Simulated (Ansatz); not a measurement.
### Question
Each is relaxed and computed with DFT-r²SCAN in the program Ansatz with PAW potentials. Which is the only metal?
A. GeMo, rock salt
B. BaS, rock salt
C. PbS, rock salt
D. CaO, rock salt

### Answer
A, GeMo, rock salt. GeMo: metal; BaS: gap 2.58 eV (indirect); CaO: gap 4.20 eV (indirect); PbS: gap 0.69 eV. Constructed cells (a structure type filled with these elements, in neither database checked): GeMo, rock salt. Unstable at this level: GeMo, rock salt. All cells were relaxed under the symmetry of their starts (and spin orders); stability against distortions was not tested throughout. Rows with no word on spin ran without spin polarisation. Spin–orbit coupling is left out wherever it is not named.

Potentials: the later of the program's two PAW sets.
